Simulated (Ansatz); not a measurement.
## Data sheet: Re (DFT)

Re:
```xyz
4
Lattice="2.7591 0.0000 0.0000 -1.3795 2.3894 0.0000 0.0000 0.0000 8.9098" Properties=species:S:1:pos:R:3 pbc="T T T"
Re     0.0000     0.0000     0.0000
Re     0.0000     0.0000     4.4549
Re     0.0000     1.5930     2.2274
Re     1.3795     0.7965     6.6823
```

Space group P6_3/mmc (No. 194), dhcp (α-La type); conventional cell a = 2.759 Å, b = 2.759 Å, c = 8.910 Å, α = 90.00°, β = 90.00°, γ = 120.00°.

Method: r²SCAN in the plane-wave PAW code Ansatz. Geometry: relaxed at this level of theory. Other levels are named where they apply.

Cell and energy:

```json
{
  "volume_per_atom": "14.68 Å³",
  "density": "21.06 g/cm³"
}
```

Electronic structure:

```json
{
  "electronic_character": "metallic (no gap)",
  "Density of states at the Fermi level": "0.67 states/eV per atom (mean over ±0.08 eV)",
  "Gap with spin–orbit coupling": "none (metallic)"
}
```

Mechanics:

```json
{
  "Bulk modulus (Birch–Murnaghan fit)": "388 GPa",
  "Pressure derivative B′": "4.4",
  "Elastic constants (relaxed ions, GPa)": "C11 = 656, C12 = 284, C13 = 228, C33 = 705, C44 = 177",
  "mechanical_stability": "stable (all eigenvalues of C positive)",
  "hill_bulk_and_shear_moduli": "388 and 192 GPa",
  "Young's modulus": "494 GPa",
  "Poisson's ratio": "0.29",
  "debye_temperature_from_the_elastic_constants": "409 K"
}
```

Phonons:

```json
{
  "highest_zone_centre_frequency": "5.27 THz",
  "zone_centre_stability": "no imaginary mode at Γ"
}
```

The workflow started from a Materials Project entry (that database holds measured and hypothetical structures alike). Its sites differ from those of the usual phase in this space group: another stacking or structure type. Symmetry was held in the r²SCAN relaxation. The run is not spin-polarised. As this level gives no gap, shear constants depend on the k-mesh and smearing (Fermi–Dirac, 0.1 eV here). As this level gives no gap, phonon frequencies hold no LO–TO term and depend on the k-mesh and smearing (Fermi–Dirac, 0.1 eV here). Axis ratios of metals converge slowly with the k-mesh, so a and c are less sure than the volume. On the denser mesh and wider smearing of the elastic run this cell carries a stress of 0.5 GPa. Scalar-relativistic: spin–orbit coupling is off unless named, which matters more the heavier the elements.

Potentials: the later of the program's two PAW sets.
